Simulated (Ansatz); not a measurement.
CoPdN$_{2}$:
```yaml
crystal:
  lattice:
    - [1.39644, 0.80623, 6.02499]
    - [-1.39644, 0.80623, 6.02499]
    - [0.00000, -1.61246, 6.02499]
  atoms:
    - { symbol: Co, position: [0.50000, 0.50000, 0.50000] }
    - { symbol: Pd, position: [0.00000, 0.00000, 0.00000] }
    - { symbol: N, position: [0.89089, 0.89089, 0.89089] }
    - { symbol: N, position: [0.10911, 0.10911, 0.10911] }
```

Relaxed with PBE. Special points in fractions of this cell's reciprocal vectors: Γ (0.000, 0.000, 0.000); T (0.500, 0.500, 0.500); H2 (0.821, 0.179, 0.500); H0 (0.500, -0.179, 0.179); L (0.500, 0.000, 0.000); S0 (0.339, -0.339, 0.000); S2 (0.661, 0.000, 0.339); F (0.500, 0.000, 0.500).

Q: List the band energies nearest the Fermi level at these points for PBE in the plane-wave PAW code Ansatz.

A: In eV from the Fermi level; about four levels below and three above (degenerate sets whole), none deeper than 8.9 eV; points with the same levels are listed once.

```csv
k,below,above
Γ,-1.65 -1.47 -1.47 -1.10,0.08 0.08 3.69 3.69
T,-2.31 -2.31 -1.57 -1.57 -0.18,0.98 0.98 3.26 3.26
H2,-1.35 -1.02 -0.72 -0.17,1.36 2.57 3.09
L,-0.94 -0.36 -0.34 -0.33,1.87 2.71 3.04
S0,-1.31 -1.03 -0.76 -0.11,1.32 2.61 3.02
F,-1.61 -0.94 -0.36 -0.31,1.07 3.55 3.61
```

Space group R-3m. The start of the workflow was typed in or built on a structure type; neither database checked (COD, Materials Project) lists it. Whether it is the stable phase at ambient conditions was not checked. The PBE relaxation kept the symmetry of its start; its stability against distortions is not shown here. The workflow began spin-polarised and lost its moments. Its formation energy is positive at this level, so the cell may be metastable or incomplete. Spin–orbit coupling is left out wherever it is not named.

Potentials: the earlier of the program's two PAW sets.
